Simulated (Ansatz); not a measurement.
The relaxed structure here is a generated cell of MoRu: the first start was made by placing the elements on the sites of a structure type, and the end was not matched to a known phase here, so it may be hypothetical.

A relaxed cell of MoRu (Pmmn (No. 59)), relaxed on a k-mesh at least as fine as the one used below. Calculation: PBEsol (plane waves to 420 eV, PAW, scalar-relativistic; Ansatz, an electronic-structure program). Γ-centred k-mesh 12×7×4 on the run's cell (coarser than for final values), Fermi–Dirac smearing 0.05 eV.

```xyz
8
Lattice="2.6975 0.0000 0.0000 0.0000 4.4362 0.0000 0.0000 0.0000 9.6114" Properties=species:S:1:pos:R:3 pbc="T T T"
Mo     0.0000     0.0000     0.5094
Mo     0.0000     0.0000     5.3151
Mo     1.3488     2.2181     4.2963
Mo     1.3488     2.2181     9.1020
Ru     0.0000     2.2181     1.9613
Ru     0.0000     2.2181     6.7670
Ru     1.3488     0.0000     2.8445
Ru     1.3488     0.0000     7.6502
```

The atoms are displaced by (Å):

```json
[
 {"atom": "Mo1", "ux": "0.065", "uy": "-0.068", "uz": "0.124"},
 {"atom": "Mo2", "ux": "-0.036", "uy": "0.076", "uz": "-0.028"},
 {"atom": "Mo3", "ux": "0.088", "uy": "0.069", "uz": "-0.084"},
 {"atom": "Mo4", "ux": "-0.113", "uy": "0.030", "uz": "-0.085"},
 {"atom": "Ru5", "ux": "-0.031", "uy": "-0.014", "uz": "-0.080"},
 {"atom": "Ru6", "ux": "-0.032", "uy": "0.221", "uz": "0.032"},
 {"atom": "Ru7", "ux": "-0.004", "uy": "0.054", "uz": "-0.042"},
 {"atom": "Ru8", "ux": "0.058", "uy": "0.148", "uz": "0.024"}
]
```

Problem. What forces (eV/Å) and pressure result?

Solution. 
```
atom     Fx     Fy     Fz
----  -----  -----  -----
Mo1   -0.30   0.91  -2.39
Mo2    0.15   0.35   0.17
Mo3   -0.30  -0.16   0.90
Mo4    0.39   0.27   1.09
Ru5    0.20   0.08   0.35
Ru6    0.37  -0.77  -1.13
Ru7   -0.01  -0.15   1.13
Ru8   -0.50  -0.52  -0.11
```

Pressure +3.5 GPa.

Problem. Estimate the energy cost of the displacement in the harmonic approximation and compare with the calculation.

Solution. For a harmonic well ΔE = −½ Σ F·u = 0.511 eV a cell, or 64 meV/atom. The calculated energy relative to the undisplaced cell is +0.06 eV/atom, so the harmonic estimate holds well.

No spin polarisation in the result.

The run that gave the undisplaced cell could not lose the symmetry of its start; a randomly shaken copy of 8 atoms returns to this structure.
